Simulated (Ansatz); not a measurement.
Pt3Pb (Cu3Au type, Pm-3m) at seven volumes, the program Ansatz at the r²SCAN level (PAW), scaled uniformly. One row is withheld.

```csv
V (Å³/atom),P (GPa)
15.600,23.55
16.115,?
16.629,6.36
17.143,0.00
17.657,-5.21
18.172,-9.47
18.686,-12.92
```

Task: Fit the shown pressures and predict the withheld one.

Result: P = (3/2)B₀(x^(7/2) − x^(5/2))[1 + (3/4)(B′ − 4)(x − 1)] with x = (V₀/V)^(2/3). Least squares on the six rows gives V₀ = 17.143 Å³/atom, B₀ = 191 GPa, B′ = 5.65. At V = 16.115, x = 1.0421 and P = 14.06 GPa. The run itself gave 14.12 GPa.

The workflow started from an entry of the Crystallography Open Database (COD). Whether it is the stable phase at ambient conditions was not checked. The cell was relaxed with r²SCAN under the symmetry of its start; its stability against distortions is not shown here. The run is not spin-polarised. Spin–orbit coupling is left out wherever it is not named.

Potentials: the later of the program's two PAW sets.
